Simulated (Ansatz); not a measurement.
Geometry optimisation in Ansatz: input, command and trajectory.

```yaml
crystal:
  lattice:
    - [-4.75260308, 4.75260308, 0.0]
    - [-4.75260308, 0.0, 4.75260308]
    - [0.0, 4.75260308, 4.75260308]
  atoms:
    - { symbol: O, position: [0.8728539197, 0.8728857409, 0.3732997384] }
    - { symbol: O, position: [0.3724108795, 0.8716147681, 0.3852441283] }
    - { symbol: O, position: [0.8743656718, 0.3787750811, 0.3733347685] }
    - { symbol: O, position: [0.8775634494, 0.8711228804, 0.8730054669] }
    - { symbol: O, position: [0.3704260836, 0.3769367294, 0.3720857609] }
    - { symbol: O, position: [0.3726752665, 0.8770891172, 0.875224025] }
    - { symbol: O, position: [0.876302997, 0.3715034796, 0.8799185625] }
    - { symbol: O, position: [0.3731989184, 0.3720990964, 0.8779234141] }
    - { symbol: O, position: [0.6281685323, 0.6195123647, 0.1279210209] }
    - { symbol: O, position: [0.128961107, 0.6212532385, 0.1239618822] }
    - { symbol: O, position: [0.621128748, 0.1245650354, 0.1244342718] }
    - { symbol: O, position: [0.6299448454, 0.6218125703, 0.6250322238] }
    - { symbol: O, position: [0.1250940874, 0.1225325899, 0.130117908] }
    - { symbol: O, position: [0.1239874684, 0.6243277602, 0.6277513818] }
    - { symbol: O, position: [0.6289921198, 0.1225788474, 0.6214566127] }
    - { symbol: O, position: [0.1328467888, 0.1252432756, 0.6216574949] }
    - { symbol: Al, position: [0.4987342102, 0.0023571207, 0.5012857768] }
    - { symbol: Sn, position: [0.4980155562, 0.0034147711, 0.0019365037] }
    - { symbol: Sn, position: [0.0017817881, 0.4936876987, 0.0012850682] }
    - { symbol: Ta, position: [0.000852625, 0.0036526782, 0.49389751] }
    - { symbol: Ta, position: [0.0006932496, 0.5012728548, 0.4992776344] }
    - { symbol: Ta, position: [0.4998218053, 0.5013200169, 0.4966126299] }
    - { symbol: Bi, position: [0.9974038972, 0.9980370616, 0.0069536321] }
    - { symbol: Bi, position: [0.4969185986, 0.5009937175, 0.9998929806] }
  symmetry: { detect: false }
basis:
  ecutwfc: 420
kpoints:
  mp_grid: { grid: [2, 2, 2], shift: [0.5, 0.5, 0.5] }
hamiltonian:
  xc: pbe
scf:
  occupations: { method: gaussian, width: 0.1 }
  lower_state_search: "off"
output:
  forces: true
  stress: true
  eigenvalues: true
relax:
  adjacent_minimum: "off"
  f_tol: 0.04
  max_steps: 50
  cell: { stress_tol: 0.3 }
```

```bash
ansatz run input.yaml --threads 4 --pin off --max-ram 9216MiB --backend cpu --events-out ev --progress --plain --runs-dir out
```

The calculation used DFT PBE, scalar-relativistic, plane waves, PAW in Ansatz.

Of 38 frames 8 are shown, positions in Å and forces in eV/Å; the SCF threshold varies from step to step. Steps run on the plane waves of an earlier cell, with a Pulay correction in the pressure. The basis is chosen afresh for the last frame, the zero of the energies, and at times for earlier ones too; energy and pressure step there, also at an unchanged geometry. Here that happened at steps 30 (-47 meV/atom, 5.1 GPa), 38 (-2 meV/atom, 0.1 GPa); the frames before carry an error of that size.

```xyz
24
Lattice="-4.7526 4.7526 0.0000 -4.7526 0.0000 4.7526 0.0000 4.7526 4.7526" Properties=species:S:1:pos:R:3:forces:R:3 pbc="T T T" step=1 free_energy_over_end_meV_per_atom=921.66 pressure_GPa=79.67
O    -8.2968    5.9225    5.9226    1.9282    1.8213    2.8788
O    -5.9124    3.6008    5.9734   -0.6722    0.7090    0.2703
O    -5.9557    5.9298    3.5745    0.5273    0.6108    0.0958
O    -8.3108    8.3198    8.2891    0.2744   -1.7694   -1.6094
O    -3.5519    3.5289    3.5598    1.3558    3.0913    1.4787
O    -5.9396    5.9308    8.3280   -3.5755   -0.3160   -0.9074
O    -5.9303    8.3466    5.9475   -3.1970   -1.2195   -0.8472
O    -3.5421    5.9461    5.9409    0.0316   -2.5038   -2.1514
O    -5.9297    3.5934    3.5523   -0.4931    1.4301    2.3027
O    -3.5655    1.2020    3.5417    3.7239    0.2333    1.3400
O    -3.5440    3.5434    1.1834    3.0906    1.2553    1.2152
O    -5.9491    5.9644    5.9258   -1.4017   -2.3296   -1.1897
O    -1.1769    1.2129    1.2007   -0.4556    1.8300    1.8353
O    -3.5564    3.5727    5.9506   -0.4495   -0.4438   -0.4235
O    -3.5719    5.9429    3.5361    0.3065   -1.2014   -0.3973
O    -1.2266    3.5859    3.5497   -1.0919   -1.6696   -1.6973
Al   -2.3815    4.7527    2.3936    0.2691   -0.0637    0.0885
Sn   -2.3831    2.3761    0.0254    0.3217    0.5645   -1.3975
Sn   -2.3548    0.0146    2.3524   -0.8337   -0.6083    0.7277
Ta   -0.0214    2.3514    2.3647    0.7748    1.1997    0.7847
Ta   -2.3856    2.3762    4.7552    0.3927    0.5521   -0.1981
Ta   -4.7580    4.7357    4.7428    0.4570    0.0285   -0.0392
Bi   -9.4835    4.7733    4.7763   -0.2876   -1.5607   -1.7224
Bi   -4.7427    7.1138    7.1331   -0.9958    0.3598   -0.4371
24
Lattice="-5.1270 5.0591 0.0319 -5.1435 0.0154 5.0844 0.0462 5.1373 5.1461" Properties=species:S:1:pos:R:3:forces:R:3 pbc="T T T" step=6 free_energy_over_end_meV_per_atom=192.62 pressure_GPa=-0.06
O    -8.8803    6.4048    6.6173    0.4136   -0.4303    0.8660
O    -6.1363    4.1993    6.7231    0.5713    0.2615    0.1757
O    -6.3645    6.2919    3.7799    0.2908   -1.1219   -1.0357
O    -8.9018    8.8834    8.7900    0.2355    0.5145   -1.0744
O    -3.7790    4.0349    3.9074    0.4792    0.9461   -0.4290
O    -6.7362    6.2406    8.7915   -0.1984   -0.0480   -0.0786
O    -6.6151    8.9217    6.4056   -0.4087    0.8536    0.8307
O    -3.7515    6.2103    6.3562    0.2193   -1.1372    0.5796
O    -6.4025    3.8763    4.0668   -0.1210   -0.4604    1.0139
O    -3.6412    1.3335    3.8703    0.0691    0.7483    0.8074
O    -3.4867    3.7707    1.2790    0.3828   -0.1357   -0.1304
O    -6.4196    6.4336    6.1537    0.0835    0.7270   -1.3262
O    -1.2515    1.5290    1.3247    0.0014    0.9792   -0.3817
O    -3.8936    3.6962    6.2567   -0.9950   -0.8345   -0.8415
O    -4.0917    6.5488    4.0457   -0.8800    0.6806    0.5568
O    -1.3375    3.6085    3.8470    0.0923   -1.2189    0.7578
Al   -2.5433    4.9757    2.5255    0.1400    0.0244    0.1898
Sn   -2.5950    2.4482   -0.0787    0.0209   -0.3218   -0.2607
Sn   -2.5267    0.0148    2.5468    0.1877    0.3402    0.3117
Ta    0.0271    2.6056    2.5899   -0.2703   -0.5168   -0.3841
Ta   -2.5883    2.5619    5.1115    0.1678    0.1495    0.0470
Ta   -5.1149    5.1165    5.1709   -0.1111   -0.3860   -0.6040
Bi  -10.2566    5.0534    5.1033   -0.2222    0.3051    0.0400
Bi   -5.0853    7.6546    7.6639   -0.1484    0.0816    0.3698
24
Lattice="-5.0952 5.1216 -0.0129 -5.1115 -0.0292 5.1327 0.0449 5.1536 5.1483" Properties=species:S:1:pos:R:3:forces:R:3 pbc="T T T" step=12 free_energy_over_end_meV_per_atom=56.37 pressure_GPa=-0.18
O    -8.7210    6.4069    6.8363    0.0832   -0.0119   -0.0180
O    -6.0952    4.3564    6.9191    0.0367   -0.0358   -0.0047
O    -5.8273    5.8480    3.2753   -0.1141    0.1168    0.1198
O    -8.8625    9.0188    8.5774   -0.1230   -0.0539   -0.0282
O    -3.6107    4.2728    3.8822    0.1042   -0.0048   -0.0171
O    -6.6974    6.2314    8.8167    0.0505   -0.0167   -0.0313
O    -6.6996    9.0580    6.4848    0.0619   -0.0592   -0.0663
O    -3.7546    6.0068    6.4860   -0.1035   -0.0020   -0.0203
O    -6.3814    3.7865    4.2604   -0.0591    0.0365    0.0669
O    -3.4968    1.4042    3.9970    0.0188    0.0682    0.0493
O    -3.5463    3.7853    1.2360    0.0450   -0.0233   -0.0192
O    -6.3555    6.5468    5.8488    0.1448   -0.0469    0.0188
O    -1.2574    1.7163    1.2179   -0.0650    0.0466    0.0307
O    -4.2260    3.4201    5.9986   -0.0050   -0.0056    0.0239
O    -4.2161    6.8620    4.2980   -0.1388    0.0608    0.0241
O    -1.2710    3.3007    3.9657    0.1412   -0.0035   -0.0709
Al   -2.5509    5.0706    2.5070   -0.2044    0.0319    0.0684
Sn   -2.6049    2.4894   -0.0899    0.0422    0.0745   -0.0078
Sn   -2.4997    0.0670    2.6698   -0.0135    0.0685    0.1192
Ta    0.0151    2.5902    2.5700    0.2200   -0.0938   -0.1277
Ta   -2.6022    2.6705    5.2218   -0.5682   -0.0395   -0.0639
Ta   -5.0882    5.1252    5.1448    0.1773   -0.2004   -0.1648
Bi  -10.2413    5.0856    5.1174    0.1523    0.1140   -0.0105
Bi   -5.0944    7.6728    7.6670    0.1167   -0.0204    0.1295
24
Lattice="-5.0990 5.1134 -0.0079 -5.1198 -0.0286 5.1297 0.0466 5.1522 5.1477" Properties=species:S:1:pos:R:3:forces:R:3 pbc="T T T" step=17 free_energy_over_end_meV_per_atom=55.51 pressure_GPa=-0.03
O    -8.7086    6.4093    6.8378   -0.0007   -0.0021    0.0018
O    -6.1098    4.3440    6.9113   -0.0082    0.0106    0.0048
O    -5.8330    5.8636    3.2968    0.0032    0.0009    0.0059
O    -8.8916    9.0208    8.5659   -0.0036   -0.0053    0.0007
O    -3.5836    4.2782    3.9029    0.0040   -0.0017    0.0168
O    -6.6894    6.2304    8.8096    0.0061    0.0120    0.0033
O    -6.7118    9.0490    6.4818   -0.0003    0.0015    0.0055
O    -3.7858    5.9870    6.5081    0.0024   -0.0018   -0.0039
O    -6.4181    3.8127    4.2565    0.0129    0.0143    0.0042
O    -3.4878    1.4018    3.9953    0.0052    0.0068    0.0130
O    -3.5522    3.7782    1.2412   -0.0015    0.0098    0.0036
O    -6.3379    6.5554    5.8559   -0.0037    0.0047    0.0070
O    -1.2847    1.7062    1.2356    0.0128    0.0074    0.0119
O    -4.2557    3.4007    5.9803    0.0047    0.0006    0.0013
O    -4.2080    6.8627    4.3087   -0.0026   -0.0015   -0.0042
O    -1.2534    3.3039    3.9731    0.0027    0.0016   -0.0039
Al   -2.5548    5.0635    2.5135   -0.0035   -0.0095   -0.0087
Sn   -2.5982    2.4984   -0.0864    0.0116   -0.0159   -0.0116
Sn   -2.4905    0.0665    2.6751   -0.0045    0.0080    0.0047
Ta    0.0210    2.5869    2.5680   -0.0133   -0.0061   -0.0107
Ta   -2.6243    2.6724    5.2150   -0.0115   -0.0085   -0.0385
Ta   -5.0865    5.1167    5.1361    0.0032   -0.0233   -0.0141
Bi  -10.2484    5.0618    5.1051    0.0007    0.0042    0.0052
Bi   -5.1065    7.6225    7.6370   -0.0161   -0.0066    0.0059
24
Lattice="-5.0953 5.1121 -0.0078 -5.1208 -0.0333 5.1294 0.0497 5.1541 5.1458" Properties=species:S:1:pos:R:3:forces:R:3 pbc="T T T" step=22 free_energy_over_end_meV_per_atom=55.45 pressure_GPa=-0.02
O    -8.7183    6.3906    6.8328   -0.0153   -0.0063   -0.0020
O    -6.1018    4.3526    6.9097    0.0070   -0.0020   -0.0232
O    -5.8325    5.8591    3.2954   -0.0165   -0.0006    0.0004
O    -8.8816    9.0145    8.5698   -0.0115   -0.0130   -0.0033
O    -3.5672    4.2822    3.9136   -0.0101    0.0118   -0.0044
O    -6.6901    6.2391    8.7991   -0.0281   -0.0173   -0.0220
O    -6.7031    9.0442    6.4838   -0.0214   -0.0074   -0.0108
O    -3.7772    5.9859    6.5008   -0.0124   -0.0025   -0.0065
O    -6.4089    3.8028    4.2584    0.0069    0.0080    0.0012
O    -3.4900    1.3958    4.0014    0.0069   -0.0247   -0.0173
O    -3.5477    3.7801    1.2389    0.0095    0.0181    0.0030
O    -6.3350    6.5605    5.8508   -0.0013   -0.0164   -0.0052
O    -1.2823    1.7163    1.2362    0.0013   -0.0178    0.0054
O    -4.2496    3.3995    5.9820    0.0255   -0.0108   -0.0012
O    -4.2087    6.8615    4.3048    0.0087   -0.0017   -0.0050
O    -1.2509    3.3091    3.9640   -0.0135   -0.0281   -0.0237
Al   -2.5524    5.0597    2.5091   -0.0036   -0.0280    0.0333
Sn   -2.6009    2.4943   -0.0894    0.0224    0.0419    0.0323
Sn   -2.4952    0.0625    2.6750    0.0452    0.0085    0.0030
Ta    0.0221    2.5890    2.5657   -0.0406    0.0150    0.0338
Ta   -2.6235    2.6805    5.1949    0.0400    0.0778    0.0104
Ta   -5.0801    5.1125    5.1329   -0.0424   -0.0045   -0.0207
Bi  -10.2168    5.0608    5.1359    0.0251   -0.0177    0.0420
Bi   -5.1439    7.5953    7.6360    0.0181    0.0176   -0.0197
24
Lattice="-5.0727 5.0826 0.0348 -5.1838 -0.0763 5.1938 0.0350 5.1524 5.1525" Properties=species:S:1:pos:R:3:forces:R:3 pbc="T T T" step=27 free_energy_over_end_meV_per_atom=53.64 pressure_GPa=-0.03
O    -8.8485    6.1922    7.0042   -0.0226    0.0182   -0.0582
O    -6.1037    4.3830    6.9310    0.0499   -0.0436   -0.0388
O    -5.8608    5.8357    3.3522   -0.0524   -0.0356    0.0088
O    -8.8969    8.9019    8.6492    0.0063   -0.0001    0.0518
O    -3.5995    4.3158    3.9991   -0.0445   -0.0863    0.1113
O    -6.7923    6.2113    8.8392    0.0763    0.0365    0.0370
O    -6.7027    9.0154    6.5263   -0.0273    0.0326    0.0349
O    -3.8036    5.9354    6.5553    0.0113    0.0425    0.0061
O    -6.4409    3.7594    4.3136   -0.0181    0.0230   -0.0360
O    -3.5302    1.3419    4.0952    0.0120   -0.0197   -0.0038
O    -3.4702    3.7115    1.3220    0.0347    0.0236    0.0242
O    -6.3833    6.5715    5.8631    0.0224   -0.0085    0.0503
O    -1.2446    1.7290    1.2086    0.0255   -0.0033   -0.0060
O    -4.2798    3.3183    6.0209   -0.0215    0.0314    0.0070
O    -4.2765    6.8842    4.3979   -0.0427   -0.0022   -0.0124
O    -1.4049    3.3244    3.7866   -0.0035    0.0539   -0.0074
Al   -2.5046    4.9563    2.5955    0.0400   -0.0528    0.0271
Sn   -2.5863    2.4789   -0.1029    0.0032   -0.0311   -0.0126
Sn   -2.5319    0.0092    2.7340   -0.0203   -0.0449    0.0125
Ta    0.0150    2.5960    2.5741    0.0775    0.0325   -0.1118
Ta   -2.6327    2.7618    5.1538   -0.1846    0.0102   -0.1091
Ta   -5.1226    5.0786    5.1898    0.0719   -0.0388    0.0156
Bi  -10.0833    5.0671    5.4475   -0.0201    0.0946    0.0034
Bi   -5.2561    7.4534    7.6950    0.0265   -0.0320    0.0063
24
Lattice="-5.0508 5.0751 0.0897 -5.2831 -0.1426 5.3082 0.0412 5.2060 5.2069" Properties=species:S:1:pos:R:3:forces:R:3 pbc="T T T" step=33 free_energy_over_end_meV_per_atom=2.40 pressure_GPa=-0.02
O    -8.9562    6.0894    7.2468   -0.0859    0.0445    0.0487
O    -6.1290    4.3718    7.0642    0.0075    0.0080   -0.0383
O    -5.9085    5.8481    3.4489   -0.0091    0.0303    0.0051
O    -8.9424    8.8306    8.8340   -0.0010   -0.0337   -0.0562
O    -3.6278    4.3532    4.1192   -0.0219    0.0148   -0.0133
O    -6.8525    6.2098    9.0000   -0.0377   -0.0650   -0.0227
O    -6.7253    9.0587    6.6294   -0.0143   -0.0342    0.0640
O    -3.8500    5.9272    6.7090   -0.0497   -0.0387   -0.0249
O    -6.5254    3.7711    4.4463    0.0847    0.0223   -0.0092
O    -3.5764    1.3077    4.1997   -0.0129   -0.0038    0.0833
O    -3.4229    3.6899    1.3992   -0.0311   -0.0386   -0.0609
O    -6.4197    6.5893    5.9789    0.0082   -0.0366   -0.0379
O    -1.1948    1.7775    1.1761    0.0317    0.0282    0.0256
O    -4.3121    3.2750    6.1172   -0.0394    0.0347    0.0235
O    -4.3021    6.9143    4.5168    0.0078   -0.0467    0.0117
O    -1.4827    3.3659    3.7491    0.0457    0.0126   -0.0253
Al   -2.4501    4.9145    2.6889    0.0182   -0.0189   -0.0357
Sn   -2.5854    2.5036   -0.1181    0.0363    0.0089    0.0641
Sn   -2.5881   -0.0864    2.8396    0.0050   -0.0025   -0.0347
Ta    0.0226    2.6134    2.5872   -0.0079   -0.0149   -0.0300
Ta   -2.6798    2.8013    5.1796    0.0183   -0.0257    0.0225
Ta   -5.1627    5.0701    5.2987    0.0231    0.0594    0.0491
Bi  -10.1585    5.0312    5.6927    0.0778    0.0123    0.0095
Bi   -5.2916    7.3861    7.8061   -0.0531    0.0837   -0.0180
24
Lattice="-5.0586 5.0640 0.0922 -5.2995 -0.1487 5.3129 0.0400 5.1962 5.2042" Properties=species:S:1:pos:R:3:forces:R:3 pbc="T T T" step=38 free_energy_over_end_meV_per_atom=0.00 pressure_GPa=0.07
O    -8.9955    6.0660    7.2668   -0.0037    0.0021    0.0031
O    -6.1462    4.3551    7.0591    0.0015   -0.0017   -0.0018
O    -5.9324    5.8475    3.4612    0.0046   -0.0029    0.0025
O    -8.9548    8.8002    8.8314    0.0022   -0.0002   -0.0006
O    -3.6401    4.3395    4.1133    0.0010    0.0048   -0.0062
O    -6.8795    6.1884    8.9899    0.0010    0.0037    0.0032
O    -6.7455    9.0235    6.6482   -0.0011    0.0072    0.0037
O    -3.8678    5.9094    6.7145    0.0048   -0.0029    0.0047
O    -6.5223    3.7488    4.4378   -0.0017    0.0008   -0.0002
O    -3.5887    1.2905    4.2291    0.0015    0.0042    0.0037
O    -3.4195    3.6861    1.3854    0.0025    0.0029    0.0032
O    -6.4380    6.5712    5.9800    0.0012   -0.0019   -0.0012
O    -1.1925    1.7733    1.1738   -0.0010    0.0016   -0.0061
O    -4.3215    3.2665    6.1191   -0.0005   -0.0009    0.0000
O    -4.3072    6.8979    4.5230   -0.0052    0.0021   -0.0059
O    -1.4853    3.3691    3.7476    0.0051    0.0029   -0.0040
Al   -2.4526    4.8949    2.6825    0.0043    0.0051    0.0083
Sn   -2.5814    2.4977   -0.1208    0.0039   -0.0088   -0.0019
Sn   -2.5987   -0.0832    2.8433   -0.0029    0.0052   -0.0016
Ta    0.0215    2.6092    2.5852   -0.0039   -0.0048    0.0025
Ta   -2.6880    2.8030    5.1788   -0.0174   -0.0263   -0.0092
Ta   -5.1711    5.0633    5.3048    0.0025    0.0041    0.0061
Bi  -10.1594    5.0175    5.6939    0.0022    0.0049   -0.0022
Bi   -5.3347    7.3808    7.8121   -0.0008   -0.0014    0.0002
```

The cell swells from 8.9 to 11.7 Å³ an atom. At the end the space group is P1 (tolerance 0.05 Å).

Time: 3.1 min on 4 threads of Intel(R) Xeon(R) Platinum 8259CL CPU @ 2.50GHz (Skylake/Cascade Lake), with other jobs on the host, peak memory 1.1 GiB.

The k mesh is coarse. Spin–orbit coupling is left out, which can shift energies with elements as heavy as these.